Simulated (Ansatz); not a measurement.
# Hg₄Pt: strain energy, fitted

Hg₄Pt, Im-3m, a = 6.285 Å. The structure is a COD entry; whether it is the stable form wasn't checked. Ansatz: r2SCAN, PAW, 500 eV, Γ-centred 6×6×6 mesh on 10 atoms, Gaussian smearing 0.10 eV; no spin polarisation. Series: equal strain along all axes, cell held, atoms fixed by symmetry; x is the strain in per cent. y is the free energy over the unstrained cell, V0 = 24.823 Å³/atom.

```
x (%) y (meV/atom)
 -3.0             ?
 -2.0         22.76
 -1.0          5.23
  0.0          0.00
  1.0          5.42
  2.0         19.99
  3.0         42.33
```

Fit y = c2 x² + c3 x³ to the other rows, turn c2 into a modulus, and predict the missing energy.

Least squares on the rows shown. y = 5.3076 x² − 0.19651 x³. In eV per unit strain² c2 is 53.08; the stiffness is B for this strain (E = 9/2 B V0 ε², shape held): 2 × 53.08 × 160.2 / (9 × 24.823) = 76 GPa. The unstrained cell keeps some stress along the strain, worth a slope of 0.36 meV/atom per %, which the form leaves out. At x = -3.0 the fit asked for gives 53.07 meV/atom. The run gave 54.43 meV/atom, so the fit is 1.36 meV/atom too low, 2.5 % of the span of the series, against an rms of 0.24 meV/atom on the fitted rows. The row lies outside the fitted range. With a term in x⁴ added, a fit to the same known rows predicts 51.59 meV/atom, further off still.

Spin–orbit coupling is left out, which can shift energies with elements as heavy as these.